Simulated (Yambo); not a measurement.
Given:

```
CELL_PARAMETERS angstrom
      3.11313     0.00000     0.00000
     -1.55656     2.69605     0.00000
      0.00000     0.00000     4.98281
ATOMIC_POSITIONS crystal
  N  0.66667 0.33333 0.88097
  N  0.33333 0.66667 0.38097
  Al 0.66667 0.33333 0.49903
  Al 0.33333 0.66667 0.99903
```

Workflow: PBEsol (pw.x of Quantum ESPRESSO, ONCV potentials, without SOC), then G0W0 in Yambo (6×6×4 Γ-centred k mesh, 77 bands and a 8 Ry block in the screening, 77 bands in G with the Bruneval-Gonze terminator, plasmon pole fitted at 27.2 eV).

Q: Give the PBEsol and G0W0 gaps between the band edges found on this mesh, and say where the edges lie.

A: Edges: Γ → Γ. PBEsol: 4.10 eV; G0W0: 5.58 eV. Nearest settings tried, and what they do to the gap: 49 bands in W, 49 bands in G: -6 meV; 3 Ry block (35 vectors against 123): -358 meV. Not varied: mesh. So the settings aren't converged at that level. 

Geometry relaxed with PBEsol.
